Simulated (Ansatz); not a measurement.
According to the program Ansatz at the PBE level (PAW), Si₃N₄ in the cubic phase (Fd-3m; Si on 16c, Si on 8b, N on 32e) relaxes to a = 7.789 Å. Si on 16c has 6 nearest neighbours from 1.89 Å (octahedral); Si on 8b has 4 nearest neighbours from 1.79 Å (tetrahedral). Its formation energy from the elements is -0.91 eV/atom, with no fitted shifts.

It is gapped at this level: 3.34 eV (indirect). The valence maximum lies on the K–Γ line, 54 % of the way from K and the conduction minimum at Γ.

The bulk modulus is 293 GPa.

The PBE relaxation kept the symmetry of its start. The references are the lowest solids computed at this level, not always the standard phases (solids in place of the gases).

Potentials: the earlier of the program's two PAW sets.
